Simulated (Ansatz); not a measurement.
VIr3: do energies and stresses tell the same story?

The calculation used Ansatz 0.2.0, DFT PBEsol, scalar-relativistic, plane waves, PAW.

Plane waves to 420 eV, a k mesh through Γ of 12×12×12 on the computed 4-atom cell and Gaussian smearing (0.10 eV); no spin polarisation.

Relaxed cell: Pm-3m, a = 3.794 Å, b = 3.794 Å, c = 3.794 Å, α = 90.00°, β = 90.00°, γ = 90.00°, 4 atoms in the primitive cell. Whether it is the stable form of this composition wasn't checked.

Energies at zero smearing and pressures from the stress tensor, at volumes with shape and atoms relaxed:
```
V (Å³/atom) E − E(first) (meV/atom) P (GPa)
     12.016                     0.00    61.41
     12.426                  -131.32    41.86
     12.836                  -216.73    25.43
     13.245                  -263.57    11.62
     13.655                  -277.98     0.01
     14.064                  -265.16    -9.73
     14.474                  -229.49   -17.90
     15.020                  -152.74   -26.74
```

Check P = −dE/dV between neighbouring volumes, and get the bulk modulus from the pressures alone.

With 1 eV/Å³ = 160.2 GPa:
```tsv
middle V (Å³/atom)	−ΔE/ΔV (GPa)	mean P (GPa)
12.221	51.360	51.638
12.631	33.408	33.646
13.040	18.319	18.524
13.450	5.636	5.815
13.860	-5.015	-4.859
14.269	-13.949	-13.814
14.747	-22.514	-22.318
```

The two differ by 0.28 GPa at most. The mean of two end pressures misses the average over a step by about ΔV² P″/12, up to 0.28 GPa here; with that taken off 0.02 GPa remains. Around V = 13.655 Å³/atom, the two neighbours give B = −V ΔP/ΔV = 13.655 × 21.35 / 0.819 = 355.8 GPa, against B0 = 353.6 GPa from the Birch–Murnaghan fit of the energies.

Spin-orbit coupling is left out, which matters for the bands of heavy elements.

A ferromagnetic start lost its moments in a first run, so spin was left out; other magnetic orders weren't tried.

Cost: 9 runs of about 3 core-minutes in all, on Arm Neoverse V1 (shared hosts).